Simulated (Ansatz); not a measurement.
Relaxed-ion elastic tensor of CsSnI3 in space group Pnma (No. 62; Cs on 4c, Sn on 4a, I on 4c, I on 8d) in GPa (Voigt order), DFT-PBEsol in the program Ansatz with PAW potentials; density 4.67 g/cm³, 45.01 Å³ per atom.

```tsv
	1	2	3	4	5	6
1	26.0	9.0	15.6	0.0	0.0	0.0
2	9.0	35.1	10.7	0.0	0.0	0.0
3	15.6	10.7	17.8	0.0	0.0	0.0
4	0.0	0.0	0.0	5.3	0.0	0.0
5	0.0	0.0	0.0	0.0	12.9	0.0
6	0.0	0.0	0.0	0.0	0.0	6.0
```

### Question
Is the crystal mechanically stable?

### Answer
Yes: the smallest eigenvalue of C is 5.3 GPa.

### Question
Work out the Voigt, Reuss and Hill averages.

### Answer
K_V = 16.6, K_R = 15.8, K_H = 16.2; G_V = 7.7, G_R = 5.6, G_H = 6.7 GPa.

### Question
Give Young's modulus, Poisson's ratio, Pugh's ratio and the universal anisotropy index.

### Answer
E = 9KG/(3K + G) = 17.6 GPa; ν = 0.32; K/G = 2.43 (ductile by the Pugh limit of 1.75); A_U = 5G_V/G_R + K_V/K_R − 6 = 1.91.

### Question
Estimate the sound speeds and the Debye temperature.

### Answer
v_l = √((K + 4G/3)/ρ) = 2320 m/s, v_t = √(G/ρ) = 1200 m/s, mean 1340 m/s; Θ = (h/k)(3n/4πV)^(1/3) v_m = 112 K.

### Question
How much does each axis shrink under pressure?

### Answer
Linear compressibilities β_i = Σ_j S_ij (j = 1 to 3): x 10, y 14, z 39 per TPa.

The PBEsol relaxation kept the symmetry of its start. Spin–orbit coupling is left out wherever it is not named.

Potentials: the later of the program's two PAW sets.
